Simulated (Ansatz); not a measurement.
Values for one crystal, relaxed and computed with plane-wave PAW PBE (Ansatz code); other levels are named.

| Quantity | Value |
|---|---|
| Volume per atom | 24.62 Å³ |
| Band gap | 0.86 eV (indirect) |
| Valence-band maximum | on the Γ–Z line, 68 % of the way from Γ (k = 0.000, 0.000, 0.341) |
| Conduction-band minimum | on the Γ–Z line, 9 % of the way from Γ (k = 0.000, 0.000, -0.047) (2 equivalent valleys) |
| Formation energy from the elements (no fitted shifts) | -0.23 eV/atom |
| Smallest direct gap on the standard path | 0.98 eV |

Problem. Pick the material that matches.
A) BeSe, P6_3mc (Be on 2a, Be on 2b, Se on 2a, Se on 2b)
B) BeSe, zinc blende
C) GeSe, Pnma (Ge on 4c, Se on 4c)
D) CdSe, wurtzite

Solution. C, GeSe, Pnma (Ge on 4c, Se on 4c)

The cell was relaxed with PBE under the symmetry of its start. A crystal of weakly bound layers computed without a dispersion correction: the cell and the soft elastic constants depend strongly on that. The references are the lowest solids computed at this level, not always the standard phases. Scalar-relativistic: spin–orbit coupling is off unless named, which matters more the heavier the elements.

Potentials: the later of the program's two PAW sets.
